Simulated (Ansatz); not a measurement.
A trial cell of Si5P, before relaxation:

```cif
data_structure
_symmetry_space_group_name_H-M 'P 1'
_symmetry_Int_Tables_number 1
_cell_length_a 5.2181
_cell_length_b 5.2181
_cell_length_c 5.2181
_cell_angle_alpha 60.000
_cell_angle_beta 60.000
_cell_angle_gamma 60.000
_cell_volume 100.47
loop_
_atom_site_label
_atom_site_type_symbol
_atom_site_fract_x
_atom_site_fract_y
_atom_site_fract_z
_atom_site_occupancy
Si1 Si 0.37273 0.87576 0.87576 1
Si2 Si 0.87576 0.37273 0.87576 1
Si3 Si 0.87576 0.87576 0.37273 1
Si4 Si 0.87576 0.87576 0.87576 1
Si5 Si 0.50000 0.50000 0.50000 1
P1 P 0.25000 0.25000 0.25000 1
```

Level of theory: DFT PBE, scalar-relativistic, plane waves, PAW in Ansatz. Cutoff 420 eV, Gaussian smearing, Γ-centred meshes. Cell and atoms relax first on a coarse mesh and then on a finer one. In between, the cell is made exact in the group found at 0.06 Å. In metals the finer mesh still leaves noise of several meV/atom or more. The steps can't lower the symmetry of their start. No spin polarisation.

A guess keeps its type if space group and coordination stay and the shape of the cell changes little (axis ratios within about 15 %, angles within 6°); the volume may change.

**Question.** Will the relaxed cell still be of the starting type?

**Answer.** It keeps its type. The symmetry stays F-43m (No. 216). The volume per atom shrinks by 8.7 %, from 16.7 to 15.3 Å³. The shortest distance goes from 2.59 Å (Si–Si) to 2.53 Å (Si–Si). Counting neighbours within 15 % of an atom's shortest distance, the start has P 16, Si 6/16 and the end P 16, Si 6/16.

The zero of energy is the elements' standard structures at the same level; no fitted shifts are applied. The references include black phosphorus.

**Question.** At what energy does it end?

**Answer.** +0.68 eV/atom. A positive value: parting into the elements would lower its energy.

The last run used a 10×10×10 mesh for its 6-atom cell and Gaussian smearing of 0.10 eV. The cell is a metal run without spin; a magnetic state may lie lower. The reference form of P is held partly by dispersion forces, which this level lacks. Symmetry constrained the relaxation, so the result can be a saddle point. Another cell of Si5P relaxed alike, in Amm2, lies 0.55 eV/atom lower, so this cell isn't the stable form at this level.

In counts of neighbours, a slash parts the counts of unlike sites.
